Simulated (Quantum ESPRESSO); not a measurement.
```xyz
2
Lattice="0.0000 2.2321 2.2321 2.2321 0.0000 2.2321 2.2321 2.2321 0.0000" Properties=species:S:1:pos:R:3 pbc="T T T"
N      1.1161     1.1161     1.1161
Al     0.0000     0.0000     0.0000
```

The PBEsol cell relaxed from Materials Project entry mp-1700 was given an isotropic strain of +2 % on all lattice vectors, and the atoms were relaxed again.

Q: What does PBEsol (Quantum ESPRESSO, PseudoDojo norm-conserving, 84 Ry, scalar-relativistic) give for the electronic structure near the Fermi level?

A: The PBEsol gap is indirect, 3.15 eV, from Γ to X; the smallest direct gap is 3.56 eV. 

This is not the ordinary phase of the substance; no match was found in the copy of COD used, and its stability was not checked.
